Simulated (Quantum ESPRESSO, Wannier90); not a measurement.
# Tight-binding from DFT: CdTe (wurtzite)

```yaml
crystal:
  lattice:
    - [4.63327, 0.00000, 0.00000]
    - [-2.31664, 4.01253, 0.00000]
    - [0.00000, 0.00000, 7.60243]
  atoms:
    - { symbol: Cd, position: [0.33333, 0.66667, 0.00036] }
    - { symbol: Cd, position: [0.66667, 0.33333, 0.50036] }
    - { symbol: Te, position: [0.33333, 0.66667, 0.37464] }
    - { symbol: Te, position: [0.66667, 0.33333, 0.87464] }
```

Structure: Materials Project mp-12779, symmetrised, not relaxed again. Not found in the COD (Crystallography Open Database) copy used, which has the formula in other groups; not checked further. Method: PBEsol plane waves in Quantum ESPRESSO 7.5 (PseudoDojo norm-conserving files, 82 Ry, no spin polarisation, no spin-orbit coupling), Bloch states on a 6×6×4 mesh through Γ, Wannier90 4.0.1. Density: 12×12×4 mesh, Gaussian smearing 0.01 Ry. Spin-orbit coupling is left out although heavy elements are present.

Base run: 16 functions from bands 19-20,31-58 of the 58 computed, start hydrogen-like Cd: s;p; Te: s;p, centres 0.05 Å off the atoms, frozen window up to 2.09 eV relative to the valence-band maximum, outer window open. Bands 21–30 (Cd 4d 96 %) lie between the kept ones and are excluded. Rows change the key named; with other orbitals the number of functions and the frozen window follow, as listed; window edges are relative to the valence-band maximum. The misfit compares interpolated bands with pw.x on a high-symmetry path, for states up to 1.6 eV relative to the valence-band maximum. Converged means that the tolerances were met: symmetric starts can stop on a saddle, which shows as a larger Ω_OD at equal Ω_I and can move the misfit too.

Rows with other orbitals or bands describe another subspace, so their Ω_I can't be set against the base's. Runs that didn't settle are not listed.

| setting | orbitals | bands | functions | frozen to (eV) | Ω_I (Å²) | Ω_D (Å²) | Ω_OD (Å²) | rms misfit (meV) | worst (meV) | ended |
|---|---|---|---|---|---|---|---|---|---|---|
| base | Cd sp, Te sp | 19-20,31-58 | 16 | 2.09 | 31.17 | 0.01 | 4.01 | 2.1 | 15 | converged |
| num_iter = 0 (projection only), orbitals on the atoms | Cd sp, Te sp | 19-20,31-58 | 16 | 2.09 | 31.17 | 0.03 | 13.06 | 2.5 | 12 | no minimisation |
| start: the same orbitals exactly on the atoms | Cd sp, Te sp | 19-20,31-58 | 16 | 2.09 | 31.17 | 0.01 | 4.02 | 2.1 | 15 | converged |
| other orbitals: Cd: s;p;d; Te: s;p | Cd spd, Te sp | 19-58 | 26 | 2.09 | 30.60 | 0.01 | 5.24 | 1.3 | 14 | converged |
| start: sp3 on every atom | Cd sp, Te sp | 19-20,31-58 | 16 | 2.09 | 31.17 | 0.01 | 4.02 | 2.2 | 15 | converged |
| start: atomic waves of the pseudopotential files | Cd 5s, Te 5s, Te 5p | 19-20,31-58 | 10 | 2.09 | 24.35 | 0.04 | 2.41 | 6.7 | 90 | converged |
| atomic waves with projectability windows 0.01 and 0.95 | Cd 5s, Te 5s, Te 5p | 19-20,31-58 | 10 | 2.09 | 25.34 | 0.05 | 2.60 | 3.0 | 35 | converged |
| start: SCDM erfc, mu = fit minus three sigma, no disentanglement steps | Cd 5s, Te 5s, Te 5p | 19-20,31-58 | 10 | none | 35.37 | 0.37 | 6.05 | 5.0 | 23 | converged |
